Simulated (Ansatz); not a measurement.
MnCuO2:
```
CELL_PARAMETERS angstrom
      2.79869     1.44493     0.00000
     -2.79869     1.44493     0.00000
     -1.39911     0.00000     5.69174
ATOMIC_POSITIONS crystal
  Mn 0.00000 0.00000 0.00000
  Cu 0.50000 0.50000 0.50000
  O  0.59390 0.40610 0.82008
  O  0.40610 0.59390 0.17992
```
The run is spin-polarised; directions of the spins, atom by atom: ↑ 0 0 0.

Relaxed with r²SCAN.

Task: Give the Bader charges and basin volumes of the independent atoms, the program Ansatz at the r²SCAN level (PAW).

Result: 

| atom | Bader charge (e) | Bader volume (Å³) |
|---|---|---|
| Mn1 | +1.79 | 8.1 |
| Cu2 | +0.62 | 14.8 |
| O3 | -1.20 | 11.6 |

Space group C2/m. The workflow started from a Materials Project entry (that database holds measured and hypothetical structures alike); the Crystallography Open Database copy checked does not list it. Whether it is the stable phase at ambient conditions was not checked. The r²SCAN relaxation kept the symmetry of its start; its stability against distortions is not shown here. The final state is ferromagnetic, the only order run, not a proven ground state. Other orbital occupations within this spin state were not tried. No Hubbard U is applied.

Potentials: the later of the program's two PAW sets.
